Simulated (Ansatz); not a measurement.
Rb2Ni3S4: do energies and stresses tell the same story?

These are results of Ansatz, DFT PBEsol, scalar-relativistic, plane waves, PAW, not measurements.

Cutoff 420 eV; k points 6×6×6 on the computed 9-atom cell (Γ-centred); Gaussian smearing, width 0.02 eV; no spin polarisation.

Relaxed cell: Fmmm, a = 5.810 Å, b = 9.853 Å, c = 13.609 Å, α = 90.00°, β = 90.00°, γ = 90.00°, 9 atoms in the primitive cell. Whether it is the stable form of this composition wasn't checked.

Energies at zero smearing and pressures from the stress tensor, at volumes with shape and atoms relaxed:
| V (Å³/atom) | E − E(first) (meV/atom) | P (GPa) |
| --- | --- | --- |
| 20.341 | 0.00 | 1.77 |
| 20.990 | -4.91 | 0.78 |
| 21.639 | -6.33 | 0.00 |
| 22.288 | -5.21 | -0.51 |
| 22.937 | -2.50 | -0.80 |

Task: Check P = −dE/dV between neighbouring volumes, and get the bulk modulus from the pressures alone.

Result: With 1 eV/Å³ = 160.2 GPa:
| middle V (Å³/atom) | −ΔE/ΔV (GPa) | mean P (GPa) |
| --- | --- | --- |
| 20.665 | 1.213 | 1.276 |
| 21.314 | 0.350 | 0.391 |
| 21.964 | -0.277 | -0.257 |
| 22.613 | -0.668 | -0.656 |

The two differ by 0.06 GPa at most. The mean of two end pressures misses the average over a step by about ΔV² P″/12, up to 0.02 GPa here; with that taken off 0.05 GPa remains, from the finite cutoff, the mesh or the relaxation's tolerance. Around V = 21.639 Å³/atom, the two neighbours give B = −V ΔP/ΔV = 21.639 × 1.30 / 1.298 = 21.6 GPa, against B0 = 20.2 GPa from the Birch–Murnaghan fit of the energies, which describes these points poorly (B0' = 11.7).

A ferromagnetic start lost its moments in a first run, so spin was left out; other magnetic orders weren't tried.